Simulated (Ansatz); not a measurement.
Task: SnSe (rock salt, space group No. 225) is relaxed with the program Ansatz at the r²SCAN+D4 level (PAW). What lattice parameters of the conventional cell result?

Result: a = 5.994 Å.

These are the values of the symmetrised cell.

Task: Is it a metal or does it have a gap at this level?

Result: No gap at this level.

Space group Fm-3m (rock salt). The start of the workflow was typed in or built on a structure type; the Crystallography Open Database files this formula in space group No. 225, but the cells were not matched. It is not the phase usual at ambient conditions (space group No. 62). Symmetry was held in the r²SCAN+D4 relaxation; its stability against distortions is not shown here. Scalar-relativistic: spin–orbit coupling is off unless named, which matters more the heavier the elements.

Potentials: the later of the program's two PAW sets.
